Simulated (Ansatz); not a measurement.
A trial cell of BaCdPtC₆N₆, before relaxation:

Space group F-43m (No. 216). a = 10.357 Å, b = 10.357 Å, c = 10.357 Å, α = 90.00°, β = 90.00°, γ = 90.00°
```json
{"atom": "Ba", "site": "4c", "symmetry": "-43m", "x": "0.2500", "y": "0.2500", "z": "0.2500"}
{"atom": "Cd", "site": "4a", "symmetry": "-43m", "x": "0.0000", "y": "0.0000", "z": "0.0000"}
{"atom": "Pt", "site": "4b", "symmetry": "-43m", "x": "0.5000", "y": "0.0000", "z": "0.0000"}
{"atom": "C", "site": "24f", "symmetry": "2.mm", "x": "0.1932", "y": "0.0000", "z": "0.0000"}
{"atom": "N", "site": "24f", "symmetry": "2.mm", "x": "0.3062", "y": "0.0000", "z": "0.0000"}
```

All numbers below come from DFT PBE, scalar-relativistic, plane waves, PAW in Ansatz 0.2.0. Cutoff 420 eV, Gaussian smearing, Γ-centred meshes. Cell and atoms relax first on a coarse mesh and then on a converged one. In between, the cell is made exact in the group found at 0.06 Å. The steps can't lower the symmetry of their start. Collinear spin is switched on along the way, since trial moments persisted in a coarse test.

A guess keeps its type if space group and coordination stay and the shape of the cell changes little (axis ratios within about 15 %, angles within 6°); the volume may change.

Problem. Does it keep its structure type, or change into something else?

Solution. It keeps its type. The symmetry stays F-43m (No. 216). The volume per atom grows by 36.4 %, from 18.5 to 25.3 Å³. The shortest distance stays 1.17 Å (C–N). Counting neighbours within 15 % of an atom's shortest distance, the start has Ba 24, C 1, Cd 6, N 1, Pt 6 and the end Ba 24, C 1, Cd 6, N 1, Pt 6.

The last run used collinear spin, a 6×6×6 mesh for its 15-atom cell and Gaussian smearing of 0.02 eV. These runs have no spin–orbit coupling, which can matter for Pt. Another magnetic order may lie lower. Symmetry constrained the relaxation, so the result can be a saddle point.
